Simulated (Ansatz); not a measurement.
ScPdN2:
```
CELL_PARAMETERS angstrom
      1.62768     0.93974     5.94169
     -1.62768     0.93974     5.94169
      0.00000    -1.87948     5.94169
ATOMIC_POSITIONS crystal
  Sc 0.50000 0.50000 0.50000
  Pd 0.00000 0.00000 0.00000
  N  0.89404 0.89404 0.89404
  N  0.10596 0.10596 0.10596
```

Relaxed with r²SCAN.

Question: Tabulate the valence density and the electron localisation function along the shortest Pd–N contact (1.89 Å), r²SCAN (plane waves, PAW; program Ansatz).

Answer: 

```tsv
distance from Pd (Å)	density (e/Å³)	ELF
0.19	12.87	0.30
0.28	11.71	0.39
0.38	10.07	0.45
0.47	8.04	0.47
0.57	5.87	0.46
0.66	3.88	0.40
0.76	2.38	0.32
0.85	1.50	0.26
0.94	1.15	0.27
1.04	1.12	0.41
1.13	1.26	0.62
1.23	1.56	0.77
1.32	2.02	0.81
1.42	2.59	0.76
1.51	3.13	0.62
1.61	3.47	0.40
1.70	3.55	0.18
```

The density is the valence pseudo-density with augmentation charge, so density and ELF within about 1 Å of a nucleus are not all-electron values.

Space group R-3m. The start of the workflow was typed in or built on a structure type; neither database checked (COD, Materials Project) lists it. Whether it is the stable phase at ambient conditions was not checked. The cell was relaxed with r²SCAN under the symmetry of its start; its stability against distortions is not shown here. No spin polarisation was allowed.

Potentials: the later of the program's two PAW sets.
